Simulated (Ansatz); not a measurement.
Stress against strain in ScSi₂

```
CELL_PARAMETERS angstrom
3.66000 0.00000 0.00000
-1.83000 3.16965 0.00000
0.00000 0.00000 3.87000
ATOMIC_POSITIONS crystal
Sc 0.00000 0.00000 0.00000
Si 0.33333 0.66667 0.50000
Si 0.66667 0.33333 0.50000
```

Atom numbers follow the list: Sc1, Si2, Si3.

The cell comes from COD entry 1538810, which wasn't checked; take it as a given geometry.

Spin polarisation is left out, and whether a magnetic state lies lower isn't shown here.

Level of theory: DFT, PBEsol, all-electron LAPW, scalar-relativistic in Ansatz 0.2.0.

Numerical set-up: a Γ-centred 13×13×11 k mesh, Fermi–Dirac smearing of 0.05 eV, basis error target 1 meV/atom, no spin polarisation.

The strain is applied along the Cartesian axes of the cell as listed (the other components stay zero). Fractional coordinates are held (clamped ions).

σ is the change of stress from the unstrained cell, which is at 21.7 GPa; tension is positive, so slopes are stress–strain coefficients at that pressure. In a metal the k mesh adds noise.

Only quantities that a quadratic follows smoothly over the whole series are listed; rougher ones are left out.

```csv
εzz,σzz (GPa),σxx (GPa)
-0.0200,-3.18,-1.94
-0.0100,-1.53,-0.95
0.0000,0.00,0.00
0.0200,2.99,1.73
```

(1) Fit the series and read off the stiffness at zero strain.

(2) One run, at εzz = 0.0100, is withheld. Predict its row.

Results:

(1) Least-squares fits y = p0 + p1 x + p2 x² to the rows give σzz (GPa): p1 = 154, p2 = -270; σxx (GPa): p1 = 91.8, p2 = -260. So C33 = 154 GPa and C13 = 92 GPa, for these axes.

(2) The fits give 1.53, 0.89; the run gave 1.50, 0.89.
